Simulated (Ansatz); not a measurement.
Method: DFT PBEsol, scalar-relativistic, plane waves, PAW (Ansatz 0.2.0).

Cutoff 420 eV; k points 14×14×8 on the computed 4-atom cell (Γ-centred); Gaussian smearing, width 0.10 eV; no spin polarisation.

Structure with the computed forces (eV/Å) in the last three columns:

```xyz
4
Lattice="3.1817 0.0000 0.0000 0.0000 3.1817 0.0000 0.0000 0.0000 6.3039" Properties=species:S:1:pos:R:3:forces:R:3 pbc="T T T" pressure_GPa=11.28
Ir    0.0000    1.5909    5.5430    0.0000    0.0000    2.8000
Ir    1.5909    0.0000    0.7609    0.0000    0.0000   -2.8000
Au    0.0000    1.5909    2.0352    0.0000    0.0000    3.2740
Au    1.5909    0.0000    4.2687    0.0000    0.0000   -3.2740
```

Stress tensor (GPa, compression positive):

```
13.15  0.00  0.00
 0.00 13.15  0.00
 0.00  0.00  7.52
```

Spin–orbit coupling is left out, which can shift energies with elements as heavy as these.